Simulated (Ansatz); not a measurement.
Geometry optimisation in Ansatz: input, command and trajectory.

```yaml
crystal:
  lattice:
    - [6.103014434, -1.6592628515, -0.0921045737]
    - [6.103014434, 1.6592628515, -0.0921045737]
    - [-2.4959824134, 0.0, 5.0851633403]
  atoms:
    - { symbol: Ti, position: [0.2558079295, 0.2558079295, 0.2645237604] }
    - { symbol: Ti, position: [0.7441920705, 0.7441920705, 0.7354762396] }
    - { symbol: Fe, position: [0.0, 0.0, 0.0] }
    - { symbol: S, position: [0.3854580624, 0.3854580624, 0.0453664883] }
    - { symbol: S, position: [0.6145419376, 0.6145419376, 0.9546335117] }
    - { symbol: S, position: [0.890353913, 0.890353913, 0.5564407639] }
    - { symbol: S, position: [0.109646087, 0.109646087, 0.4435592361] }
basis:
  ecutwfc: 420
kpoints:
  mp_grid: { grid: [12, 12, 8] }
hamiltonian:
  xc: pbesol
scf:
  occupations: { method: gaussian, width: 0.1 }
output:
  forces: true
  stress: true
  eigenvalues: true
relax:
  adjacent_minimum: "off"
  f_tol: 0.005
  max_steps: 80
  cell: { stress_tol: 0.05 }
```

```bash
ansatz run input.yaml --threads 2 --pin off --max-ram 5120MiB --backend cpu --events-out ev --progress --plain --runs-dir out
```

Level of theory: DFT PBEsol, scalar-relativistic, plane waves, PAW in Ansatz 0.2.0.

Of 4 frames 3 are shown, positions in Å and forces in eV/Å; the SCF threshold varies from step to step. Steps run on the plane waves of an earlier cell, with a Pulay correction in the pressure. The basis is chosen afresh for the last frame, the zero of the energies, and at times for earlier ones too; energy and pressure step there, also at an unchanged geometry.

```xyz
7
Lattice="6.1030 -1.6593 -0.0921 6.1030 1.6593 -0.0921 -2.4960 0.0000 5.0852" Properties=species:S:1:pos:R:3:forces:R:3 pbc="T T T" step=1 free_energy_over_end_meV_per_atom=0.13 pressure_GPa=0.16
Ti    2.4622    0.0000    1.2980    0.0339    0.0000    0.0232
Ti    7.2479    0.0000    3.6029   -0.0339    0.0000   -0.0232
Fe    0.0000    0.0000    0.0000    0.0000    0.0000    0.0000
S     4.5917    0.0000    0.1597   -0.0205    0.0000   -0.0324
S     5.1184    0.0000    4.7413    0.0205    0.0000    0.0324
S     9.4788    0.0000    2.6656   -0.0560    0.0000   -0.0158
S     0.2312    0.0000    2.2354    0.0560    0.0000    0.0158
7
Lattice="6.1107 -1.6599 -0.0881 6.1107 1.6599 -0.0881 -2.4957 0.0000 5.0879" Properties=species:S:1:pos:R:3:forces:R:3 pbc="T T T" step=2 free_energy_over_end_meV_per_atom=0.02 pressure_GPa=0.02
Ti    2.4706    0.0000    1.3016    0.0014    0.0000    0.0091
Ti    7.2551    0.0000    3.6102   -0.0014    0.0000   -0.0091
Fe    0.0000    0.0000    0.0000    0.0000    0.0000    0.0000
S     4.5970    0.0000    0.1562   -0.0165    0.0000    0.0162
S     5.1287    0.0000    4.7556    0.0165    0.0000   -0.0162
S     9.4859    0.0000    2.6762    0.0091    0.0000   -0.0112
S     0.2398    0.0000    2.2356   -0.0091    0.0000    0.0112
7
Lattice="6.1126 -1.6590 -0.0885 6.1126 1.6590 -0.0885 -2.4968 0.0000 5.0886" Properties=species:S:1:pos:R:3:forces:R:3 pbc="T T T" step=4 free_energy_over_end_meV_per_atom=0.00 pressure_GPa=0.02
Ti    2.4706    0.0000    1.3021    0.0019    0.0000    0.0031
Ti    7.2578    0.0000    3.6096   -0.0019    0.0000   -0.0031
Fe    0.0000    0.0000    0.0000    0.0000    0.0000    0.0000
S     4.5974    0.0000    0.1574   -0.0050    0.0000    0.0033
S     5.1310    0.0000    4.7542    0.0050    0.0000   -0.0033
S     9.4893    0.0000    2.6757   -0.0007    0.0000   -0.0024
S     0.2391    0.0000    2.2359    0.0007    0.0000    0.0024
```

The run took 77 s on 2 threads of Intel(R) Xeon(R) 6975P-C (Granite Rapids) (shared host), peak memory 1.2 GiB.

Spin polarisation was left out, and a magnetic state may lie lower.